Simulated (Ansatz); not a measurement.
Values for one crystal, relaxed and computed with DFT-PBE in the program Ansatz with PAW potentials; other levels are named.

| Quantity | Value |
|---|---|
| Volume per atom | 23.60 Å³ |
| Band gap | 0.90 eV (direct) |
| Hole effective mass, band 2 of 2 at the edge | 0.053 along x, 0.44 along z (mₑ) |
| Electron effective mass | 0.060 mₑ (isotropic) |
| Bulk modulus (Birch–Murnaghan fit) | 64.0 GPa |
| Gap with spin–orbit coupling | 0.79 eV |
| Pressure derivative B′ | 4.5 |

### Question
Pick the material that matches.
(A) GaAs, zinc blende
(B) AlAs, zinc blende
(C) AlGaAs2, P-4m2 (Pearson symbol tP8)
(D) AlN, wurtzite

### Answer
C, AlGaAs2, P-4m2 (Pearson symbol tP8)

The start of the workflow was typed in or built on a structure type; neither database checked (COD, Materials Project) lists it. Whether it is the stable phase at ambient conditions was not checked. The cell was relaxed with PBE under the symmetry of its start; its stability against distortions is not shown here. Scalar-relativistic: spin–orbit coupling is off unless named, which matters more the heavier the elements.

Potentials: the earlier of the program's two PAW sets.
